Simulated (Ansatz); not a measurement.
Mg₂O (CdCl2 type) from its elements: all-electron against pseudopotential results

```
O Mg
1.0
     1.52431   -0.88006    4.99775
     0.00000    1.76013    4.99775
    -1.52431   -0.88006    4.99775
O Mg
1 2
Cartesian
  0.0000 0.0000 0.0000
  0.0000 0.0000 3.7603
  0.0000 0.0000 11.2330
```

The cell comes from a relaxation on PAW files under the same functional, begun from a prototype that needn't be the stable phase.

Level of theory: DFT with PBEsol, scalar-relativistic, in Ansatz 0.2.0; a Γ-centred 12×12×12 k mesh, Fermi–Dirac smearing of 0.05 eV, no spin polarisation. LAPW: all electrons, basis error target 0.5 meV/atom; PAW: frozen-core files, cutoff 420 eV.

The elements are taken as Mg hcp, O O2 gas, each relaxed on PAW files under the same functional and computed by the same method as the compound; zero-point and thermal terms are left out.

The PAW files were made under PBE.

Question: Give the formation energy by each method, with the residual pressure at this cell and the LAPW gap.

Answer: 

```csv
method,ΔE(formation) (eV/atom),P at this cell (GPa),gap (eV)
LAPW,-1.613,0.01,0.00
PAW,-1.615,0.00,–
```

Question: Give the LAPW value for one formula unit in kJ/mol.

Answer: -1.613 eV/atom × 3 atoms × 96.485 kJ/(mol·eV) = -466.9 kJ/mol, at zero temperature and without zero-point motion.

Question: What Bader charges does the PAW density give?

Answer: O1 -1.86 e, Mg2 +0.93 e.
